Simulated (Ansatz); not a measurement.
AlP:
```xyz
4
Lattice="3.8613 0.0000 0.0000 -1.9307 3.3440 0.0000 0.0000 0.0000 6.3390" Properties=species:S:1:pos:R:3 pbc="T T T"
Al     0.0000     2.2293     0.0005
Al     1.9307     1.1147     3.1700
P      0.0000     2.2293     2.3766
P      1.9307     1.1147     5.5461
```

Tensor components refer to the Cartesian frame of this cell.

Task: Give the proper piezoelectric stress tensor with relaxed ions from PBEsol in the plane-wave PAW code Ansatz.

Result: In C/m², rows x, y, z, Voigt columns; mesh uncertainty up to 0.00.
```
 0.00   0.00   0.00   0.00  -0.07   0.00
 0.00   0.00   0.00  -0.07   0.00   0.00
-0.09  -0.09   0.15   0.00   0.00   0.00
```

The elastic tensor of the same run (GPa):

```json
[
 {"": "1", "1": "152", "2": "61.2", "3": "46.0", "4": "0.0", "5": "0.0", "6": "0.0"},
 {"": "2", "1": "61.2", "2": "152", "3": "46.0", "4": "0.0", "5": "0.0", "6": "0.0"},
 {"": "3", "1": "46.0", "2": "46.0", "3": "171", "4": "0.0", "5": "0.0", "6": "0.0"},
 {"": "4", "1": "0.0", "2": "0.0", "3": "0.0", "4": "35.9", "5": "0.0", "6": "0.0"},
 {"": "5", "1": "0.0", "2": "0.0", "3": "0.0", "4": "0.0", "5": "35.9", "6": "0.0"},
 {"": "6", "1": "0.0", "2": "0.0", "3": "0.0", "4": "0.0", "5": "0.0", "6": "45.3"}
]
```

Task: Convert to strain constants d = e·S.

Result: In pC/N:
```
 0.0   0.0   0.0   0.0  -2.0   0.0
 0.0   0.0   0.0  -2.0   0.0   0.0
-0.7  -0.7   1.3   0.0   0.0   0.0
```

Space group P6_3mc (wurtzite). The first step of the workflow began from a Materials Project structure, measured or hypothetical; the Crystallography Open Database copy checked does not list it. It is not the phase usual at ambient conditions (space group No. 216). The PBEsol relaxation kept the symmetry of its start; whether a distortion lowers the energy is not shown.

Potentials: the later of the program's two PAW sets.
